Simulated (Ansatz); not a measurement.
Input, command and steps of an Ansatz relaxation.

```yaml
crystal:
  lattice:
    - [3.7676309239, 0.0, 0.0]
    - [-1.883815462, 3.2628640922, 0.0]
    - [0.0, 0.0, 6.6924079558]
  atoms:
    - { symbol: Ca, position: [0.0, 0.0, 0.0] }
    - { symbol: Mn, position: [0.3333333333, 0.6666666667, 0.6124755143], spin: 2.35 }
    - { symbol: Mn, position: [0.6666666667, 0.3333333333, 0.3875244857], spin: 2.35 }
    - { symbol: As, position: [0.6666666667, 0.3333333333, 0.7324291461] }
    - { symbol: As, position: [0.3333333333, 0.6666666667, 0.2675708539] }
basis:
  ecutwfc: 420
kpoints:
  mp_grid: { grid: [12, 12, 6] }
hamiltonian:
  xc: pbesol
scf:
  occupations: { method: gaussian, width: 0.1 }
output:
  forces: true
  stress: true
  eigenvalues: true
  populations: true
magnetization:
  spin_polarized: true
relax:
  adjacent_minimum: "off"
  f_tol: 0.01
  max_steps: 30
  cell: { stress_tol: 0.1, fix: [volume] }
```

```bash
ansatz run input.yaml --threads 2 --pin off --max-ram 5120MiB --backend cpu --events-out ev --progress --plain --runs-dir out
```

Computed with Ansatz 0.2.0, DFT PBEsol, scalar-relativistic, plane waves, PAW.

The volume is held at 0.91 times that of the relaxed cell.

Of 4 frames 3 are shown, positions in Å and forces in eV/Å; the SCF threshold varies from step to step. Steps run on the plane waves of an earlier cell, with a Pulay correction in the pressure. The basis is chosen afresh for the last frame, the zero of the energies, and at times for earlier ones too; energy and pressure can step there, also at an unchanged geometry. Where two frames share a geometry here, they differ by under 2 meV/atom and 0.3 GPa.

```xyz
5
Lattice="3.7676 0.0000 0.0000 -1.8838 3.2629 0.0000 0.0000 0.0000 6.6924" Properties=species:S:1:pos:R:3:forces:R:3 pbc="T T T" step=1 free_energy_over_end_meV_per_atom=0.61 pressure_GPa=9.62
Ca    0.0000    0.0000    0.0000    0.0000    0.0000    0.0000
Mn    0.0000    2.1752    4.0989    0.0000    0.0000    0.0294
Mn    1.8838    1.0876    2.5935    0.0000    0.0000   -0.0294
As    1.8838    1.0876    4.9017    0.0000    0.0000    0.2132
As    0.0000    2.1752    1.7907    0.0000    0.0000   -0.2132
5
Lattice="3.7712 0.0000 0.0000 -1.8856 3.2660 0.0000 0.0000 0.0000 6.6797" Properties=species:S:1:pos:R:3:forces:R:3 pbc="T T T" step=2 free_energy_over_end_meV_per_atom=0.07 pressure_GPa=9.33
Ca    0.0000    0.0000    0.0000    0.0000    0.0000    0.0000
Mn    0.0000    2.1773    4.0925    0.0000    0.0000   -0.0008
Mn    1.8856    1.0887    2.5871    0.0000    0.0000    0.0008
As    1.8856    1.0887    4.9036    0.0000    0.0000    0.0570
As    0.0000    2.1773    1.7761    0.0000    0.0000   -0.0570
5
Lattice="3.7689 0.0000 0.0000 -1.8844 3.2640 0.0000 0.0000 0.0000 6.6879" Properties=species:S:1:pos:R:3:forces:R:3 pbc="T T T" step=4 free_energy_over_end_meV_per_atom=0.00 pressure_GPa=9.24
Ca    0.0000    0.0000    0.0000    0.0000    0.0000    0.0000
Mn    0.0000    2.1760    4.0953    0.0000    0.0000   -0.0056
Mn    1.8844    1.0880    2.5926    0.0000    0.0000    0.0056
As    1.8844    1.0880    4.9131    0.0000    0.0000    0.0031
As    0.0000    2.1760    1.7748    0.0000    0.0000   -0.0031
```

The run took 93 s on 2 threads of Arm Neoverse V2, with other jobs on the host, peak memory 0.79 GiB.

Only parallel moments were tried here.